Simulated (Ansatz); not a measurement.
CuCl (zinc blende, F-43m), DFT-LDA in the program Ansatz with PAW potentials: ε∞ = 5.62, cell volume 35.31 Å³. Infrared-active transverse modes:

```
ω_TO (cm⁻¹)  oscillator strength S_xx (e²/amu)
-----------  ---------------------------------
189.7                                  0.04454
```

**Question.** Compute the static dielectric constant.

**Answer.** Each mode adds (4.921e7/V) S/ω²: 1.73. So ε0 = 7.35.

**Question.** What LO frequency does the Lyddane–Sachs–Teller relation give?

**Answer.** ω_LO = ω_TO √(ε0/ε∞) = 217 cm⁻¹.

The cell was relaxed with LDA under the symmetry of its start; phonons on a q-mesh show no instability. No spin polarisation was allowed.

Potentials: the later of the program's two PAW sets.
